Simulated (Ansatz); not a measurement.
BaSi$_{2}$:
```cif
data_BaSi2
_chemical_formula_sum 'Si2 Ba1'
_space_group_name_H-M_alt 'P 1'
_space_group_IT_number 1
_cell_length_a 4.08859
_cell_length_b 4.08859
_cell_length_c 5.00201
_cell_angle_alpha 90.000
_cell_angle_beta 90.000
_cell_angle_gamma 120.000
loop_
_space_group_symop_operation_xyz
  'x, y, z'
loop_
_atom_site_label
_atom_site_type_symbol
_atom_site_fract_x
_atom_site_fract_y
_atom_site_fract_z
_atom_site_occupancy
Si1 Si 0.33333 0.66667 0.50000 1
Si2 Si 0.66667 0.33333 0.50000 1
Ba1 Ba 0.00000 0.00000 0.00000 1
```

Relaxed with PBEsol.

Q: Tabulate the valence density and the electron localisation function along the shortest Si–Si contact (2.36 Å), PBEsol in the plane-wave PAW code Ansatz.

A: 

| distance from Si (Å) | density (e/Å³) | ELF |
|---|---|---|
| 0.24 | 0.10 | 0.34 |
| 0.35 | 0.18 | 0.29 |
| 0.47 | 0.28 | 0.39 |
| 0.59 | 0.39 | 0.56 |
| 0.71 | 0.47 | 0.72 |
| 0.83 | 0.51 | 0.81 |
| 0.94 | 0.51 | 0.85 |
| 1.06 | 0.50 | 0.86 |
| 1.18 | 0.50 | 0.87 |
| 1.30 | 0.50 | 0.86 |
| 1.42 | 0.51 | 0.85 |
| 1.53 | 0.51 | 0.81 |
| 1.65 | 0.47 | 0.72 |
| 1.77 | 0.39 | 0.56 |
| 1.89 | 0.28 | 0.39 |
| 2.01 | 0.18 | 0.29 |
| 2.12 | 0.10 | 0.34 |

The density is the valence pseudo-density with augmentation charge, so density and ELF within about 1 Å of a nucleus are not all-electron values.

Space group P6/mmm. The workflow started from an entry of the Crystallography Open Database (COD), which files this formula under 2 space groups. Whether it is the stable phase at ambient conditions was not checked. The PBEsol relaxation kept the symmetry of its start; whether a distortion lowers the energy is not shown. Spin–orbit coupling is left out wherever it is not named.

Potentials: the later of the program's two PAW sets.
